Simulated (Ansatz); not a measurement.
Method: DFT PBE, scalar-relativistic, plane waves, PAW in Ansatz. Settings: cutoff 420 eV, Γ-centred meshes spaced at most about 0.3 Å⁻¹, and about 0.25 Å⁻¹ or finer for metals (2π included), Gaussian smearing. No spin polarisation in the final relaxations.

These are static total energies at zero pressure.

Two forms of HfNb2CN2 were relaxed alike.

1.

```
CELL_PARAMETERS angstrom
-1.73050 1.73050 6.69472
1.73050 -1.73050 6.69472
1.73050 1.73050 -6.69472
ATOMIC_POSITIONS crystal
Hf 0.00000 0.00000 0.00000
Nb 0.33173 0.33173 0.00000
Nb 0.66827 0.66827 0.00000
C 0.50000 0.50000 0.00000
N 0.75000 0.25000 0.50000
N 0.25000 0.75000 0.50000
```

2.

```
CELL_PARAMETERS angstrom
3.09324 0.00000 0.00000
0.00000 3.09324 0.00000
0.00000 0.00000 8.12058
ATOMIC_POSITIONS crystal
Hf 0.50000 0.50000 0.00000
Nb 0.50000 0.00000 0.62599
Nb 0.00000 0.50000 0.37401
C 0.00000 0.00000 0.00000
N 0.50000 0.00000 0.35559
N 0.00000 0.50000 0.64441
```

Question: Which form is favoured at zero pressure, and by what margin per atom?

Answer: They are level within the accuracy (2 meV/atom apart, with cell 2 the lower in these runs). Cell 1 has space group I4/mmm (No. 139), 13.4 Å³/atom and no gap on its mesh; cell 2 has space group P-4m2 (No. 115), 12.9 Å³/atom and no gap. In cell 1, around Hf lie 4 C at 2.45 Å and 8 Nb at 3.33 Å; Nb is surrounded by 4 N at 2.05 Å, 1 C at 2.25 Å, 8 Nb at 3.28–3.46 Å and 4 Hf at 3.33 Å; around C lie 2 Nb at 2.25 Å and 4 Hf at 2.45 Å; around N lie 4 Nb at 2.05 Å and 4 N at 2.45 Å. In cell 2, Hf is surrounded by 4 C at 2.19 Å, 4 Hf at 3.09 Å, 4 N at 3.28 Å and 4 Nb at 3.41 Å; around Nb lie 5 N at 2.19–2.20 Å, 8 Nb at 3.00–3.09 Å, 2 C at 3.41 Å and 2 Hf at 3.41 Å; around C lie 4 Hf at 2.19 Å; N is surrounded by 5 Nb at 2.19–2.20 Å. Both come from invented guesses.

The k mesh leaves some 4 meV/atom of noise in the energy of each metallic cell. These runs have no spin–orbit coupling, which can matter for Hf. Cells relaxed within their symmetry can be saddle points.
